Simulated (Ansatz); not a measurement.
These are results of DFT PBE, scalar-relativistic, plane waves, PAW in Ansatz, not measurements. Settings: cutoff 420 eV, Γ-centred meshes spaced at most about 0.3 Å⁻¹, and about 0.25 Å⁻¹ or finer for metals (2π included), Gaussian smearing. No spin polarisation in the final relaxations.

These are static total energies at zero pressure.

Compare these two cells of Ta2AlF3, each relaxed at this level.

1.

Space group P-62m (No. 189). a = 6.457 Å, b = 6.457 Å, c = 2.596 Å, α = 90.00°, β = 90.00°, γ = 120.00°
```csv
atom,site,symmetry,x,y,z
Ta,2d,-6..,0.3333,0.6667,0.5000
Al,1b,-62m,0.0000,0.0000,0.5000
F,3g,m2m,0.3422,0.0000,0.5000
```

2.

Space group P4/mmm (No. 123). a = 3.545 Å, b = 3.545 Å, c = 12.277 Å, α = 90.00°, β = 90.00°, γ = 90.00°
| atom | site | symmetry | x | y | z |
| --- | --- | --- | --- | --- | --- |
| Ta | 1c | 4/mmm | 0.5000 | 0.5000 | 0.0000 |
| Ta | 1b | 4/mmm | 0.0000 | 0.0000 | 0.5000 |
| Al | 1a | 4/mmm | 0.0000 | 0.0000 | 0.0000 |
| F | 2g | 4mm | 0.0000 | 0.0000 | 0.6521 |
| F | 1d | 4/mmm | 0.5000 | 0.5000 | 0.5000 |

Question: Which form is favoured at zero pressure, and by what margin per atom?

Answer: Cell 1 is lower, by 137 meV/atom. Cell 1 has space group P-62m (No. 189), 15.6 Å³/atom and no gap on its mesh; cell 2 has space group P4/mmm (No. 123), 25.7 Å³/atom and no gap. Counting F atoms around Al and Ta (those within 1.25 times the shortest such distance or 1.15 times the sum of covalent radii; a plus sign parts nearer from farther groups; the shortest distance is added where it is long for a bond; a slash parts the counts of unlike sites), cell 1 has Ta 3, Al 3 from 2.2 Å and cell 2 has Ta 2+4/8+2 from 5.0 Å, Al 2 from 4.3 Å. In cell 1, Ta has 3 F at 2.12 Å and 2 Ta at 2.60 Å; around Al lie 3 F at 2.21 Å and 2 Al at 2.60 Å; around F lie 2 Ta at 2.12 Å, 1 Al at 2.21 Å and 2 F at 2.60 Å. In cell 2, around Ta on its first site lie 4 Al at 2.51 Å; around Al lie 4 Ta at 2.51 Å; F on a site of symmetry 4mm has 1 Ta at 1.87 Å; 2 more sites not described. Both come from invented guesses. A third cell relaxed alike, in R-3m, lies 0.41 eV/atom below the lower of the two.

Weakly bound directions are ill-defined at this level, which has no dispersion term (P4/mmm), and this can change margins and order among such cells. Spin–orbit coupling, which can matter for Ta, is left out. A magnetic state wasn't ruled out in cells without spin, among them P4/mmm. Cells relaxed within their symmetry can be saddle points.
